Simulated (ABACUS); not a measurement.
Worked example: self-consistent single point of AlInSb₂ (P-4m2, 4 atoms in the cell; from Materials Project mp-1228890, changed as shown) in ABACUS.

Computed with LDA (PW92), PseudoDojo 0.4 standard norm-conserving LDA (tails mended) pseudopotentials (plane waves; ABACUS 3.10.1).

The change in words: volume scaled by 1.06. Reference geometry (P-4m2):
```xyz
4
Lattice="4.5062 0.0000 0.0000 0.0000 4.5062 0.0000 0.0000 0.0000 6.3488" Properties=species:S:1:pos:R:3 pbc="T T T"
Al     0.0000     0.0000     0.0000
In     2.2531     2.2531     3.1744
Sb     0.0000     2.2531     1.4816
Sb     2.2531     0.0000     4.8672
```

Reference input (self-consistent single point, DFT, LDA (PW92), plane waves, PseudoDojo 0.4 standard norm-conserving LDA (tails mended) pseudopotentials): KPT = Gamma 4 4 4 0 0 0; basis_type = pw; dft_functional = PWLDA; ecutwfc = 84 Ry; smearing_method = gaussian; smearing_sigma = 0.00367493 Ry; potentials = PseudoDojo 0.4 standard norm-conserving LDA (tails mended); symmetry = 1; symmetry_prec = 1e-05; ks_solver = dav_subspace; scf_nmax = 100; scf_thr = 1.0e-09 Ry. This run's input differs from it in these lines:

```diff
@@ -27,8 +27,8 @@
 LATTICE_CONSTANT
-8.515427
+8.682441
 
 LATTICE_VECTORS
-   1.0000000201    0.0000000000    0.0000000000
-   0.0000000000    1.0000000201    0.0000000000
-   0.0000000000    0.0000000000    1.4089171353
+   1.0000000191    0.0000000000    0.0000000000
+   0.0000000000    1.0000000191    0.0000000000
+   0.0000000000    0.0000000000    1.4089168958
 
@@ -45,3 +45,3 @@
 1
-   4.2577135855    4.2577135855    5.9987655073 1 1 1
+   4.3412205829    4.3412205829    6.1164189109 1 1 1
 
@@ -50,4 +50,4 @@
 2
-   0.0000000000    4.2577135855    2.7998638129 1 1 1
-   4.2577135855    0.0000000000    9.1976672017 1 1 1
+   0.0000000000    4.3412205829    2.8547773625 1 1 1
+   4.3412205829    0.0000000000    9.3780604594 1 1 1
 # file: KPT
```

Output, abridged:

```
 SELF-CONSISTENT
 -------------------------------------------
                                 init_chg = atomic

 PW ALGORITHM --------------- ION=   1  ELEC=   1--------------------------------

 Notice: Threshold on eigenvalues was too large.

 Density error is 0.0723298991105
                          Error Threshold = 0.000156867265828
 E_KohnSham     -500.0576185941      -6803.6329411905
 E_Fermi        0.4127421165         5.6156445888

 PW ALGORITHM --------------- ION=   1  ELEC=   2--------------------------------

 Density error is 0.019439561969
                          Error Threshold = 0.00015723891111
   [... lines left out ...]

 Density error is 7.38638653861e-09
                          Error Threshold = 2.93208109211e-10
 E_KohnSham     -500.0559077964      -6803.6096645931
 E_Fermi        0.4335844269         5.8992187698

 PW ALGORITHM --------------- ION=   1  ELEC=   9--------------------------------

 Density error is 6.55846814464e-10
                          Error Threshold = 1.60573620405e-11
 E_KohnSham     -500.0559077977      -6803.6096646112
 E_KS(sigma->0) -500.0558753229      -6803.6092227686
 E_entropy(-TS) -0.0000649496        -0.0008836852
 E_Fermi        0.4335887504         5.8992775943
 charge density convergence is achieved
 final etot is -6803.6096646 eV
 EFERMI = 5.8992775943 eV

 STATE ENERGY(eV) AND OCCUPATIONS    NSPIN == 1
   [... 30 lines left out ...]

 TOTAL-FORCE (eV/Angstrom)
                       Al1         0.0000000000         0.0000000000         0.0000000000
                       In1         0.0000000000         0.0000000000         0.0000000000
                       Sb1         0.0000000000         0.0000000000         0.0552678841
                       Sb2         0.0000000000         0.0000000000        -0.0552678841

 TOTAL-STRESS (KBAR)
       -38.5066568837         0.0000000000        -0.0000000000
         0.0000000000       -38.5066568837        -0.0000000000
        -0.0000000000        -0.0000000000       -42.3209363419
 TOTAL-PRESSURE: -39.778083 KBAR

 --------------------------------------------
 !FINAL_ETOT_IS -6803.6096646111818700 eV
 --------------------------------------------
```

The run converged in 9 iterations. Against the reference run the free energy rises by 37.6 meV/atom, the pressure goes from -2.10 to -3.98 GPa and the largest force goes from 0.034 to 0.055 eV/Å.

The structure comes from a collection of computed structures, made at another level of theory; the collection holds predicted forms beside known ones. No clean gap shows at this smearing width and mesh (spacing up to 0.34 Å⁻¹); the mesh is coarse for partly filled bands, so the values carry mesh errors. Semi-local functionals can close small gaps.

Cost on one core: roughly 80 core-seconds.

“Tails mended”: in these copies of the files the far tail of each local potential was reset to the Coulomb form.
